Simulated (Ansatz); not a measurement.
Input:

Re3B:
```yaml
crystal:
  lattice:
    - [1.44158, -4.66262, 0.00000]
    - [1.44158, 4.66262, 0.00000]
    - [0.00000, 0.00000, 7.26681]
  atoms:
    - { symbol: Re, position: [0.13325, 0.86675, 0.93520] }
    - { symbol: Re, position: [0.86675, 0.13325, 0.06480] }
    - { symbol: Re, position: [0.86675, 0.13325, 0.43520] }
    - { symbol: Re, position: [0.13325, 0.86675, 0.56480] }
    - { symbol: Re, position: [0.57535, 0.42465, 0.25000] }
    - { symbol: Re, position: [0.42465, 0.57535, 0.75000] }
    - { symbol: B, position: [0.74581, 0.25419, 0.75000] }
    - { symbol: B, position: [0.25419, 0.74581, 0.25000] }
```

This is the PBEsol-relaxed structure.

### Question
All from plane-wave PAW PBEsol (Ansatz code), unless another level is named. Predict the bulk modulus (Birch–Murnaghan fit).

### Answer
391 GPa.

### Question
What about the highest zone-centre frequency?

### Answer
671 cm⁻¹.

Space group Cmcm. The workflow started from a Materials Project entry (that database holds measured and hypothetical structures alike); the Crystallography Open Database files this formula in space group No. 63, but the cells were not matched. Whether it is the stable phase at ambient conditions was not checked. Symmetry was held in the PBEsol relaxation; whether a distortion lowers the energy is not shown. No spin polarisation was allowed. As this level gives no gap, phonon frequencies hold no LO–TO term and depend on the k-mesh and smearing (Fermi–Dirac, 0.1 eV here). Spin–orbit coupling is left out wherever it is not named.

Potentials: the later of the program's two PAW sets.
